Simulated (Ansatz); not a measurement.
B2Ir:
```cif
data_B4Ir2
_chemical_formula_sum 'Ir2 B4'
_space_group_name_H-M_alt 'P63/mmc'
_space_group_IT_number 194
_space_group_name_Hall '-P 6c 2c'
_cell_length_a 3.04774
_cell_length_b 3.04774
_cell_length_c 7.00636
_cell_angle_alpha 90.000
_cell_angle_beta 90.000
_cell_angle_gamma 120.000
loop_
_atom_site_label
_atom_site_type_symbol
_atom_site_symmetry_multiplicity
_atom_site_Wyckoff_symbol
_atom_site_fract_x
_atom_site_fract_y
_atom_site_fract_z
_atom_site_occupancy
Ir1 Ir 2 c 0.33333 0.66667 0.25000 1
B1 B 4 f 0.66667 0.33333 0.05997 1
```

This is the PBEsol-relaxed structure.

### Question
All from plane-wave PAW PBEsol (Ansatz code), unless another level is named. Give the electronic character.

### Answer
metallic (no gap).

### Question
What about the formation energy from the elements (no fitted shifts)?

### Answer
-0.082 eV/atom.

### Question
What about the density of states at the Fermi level?

### Answer
0.39 states/eV per atom (mean over ±0.08 eV).

### Question
Next, the gap with spin–orbit coupling?

### Answer
none (metallic).

Space group P6_3/mmc. The start of the workflow was typed in or built on a structure type; neither database checked (COD, Materials Project) lists it. Its standing as an ambient phase is unchecked. The cell was relaxed with PBEsol under the symmetry of its start; whether a distortion lowers the energy is not shown. The run is not spin-polarised. The references are the lowest solids computed at this level, not always the standard phases. Scalar-relativistic: spin–orbit coupling is off unless named, which matters more the heavier the elements.

Potentials: the earlier of the program's two PAW sets. The files were generated under PBE; for other functionals the program regenerates the frozen cores, and for LDA and PBEsol the local potential too.
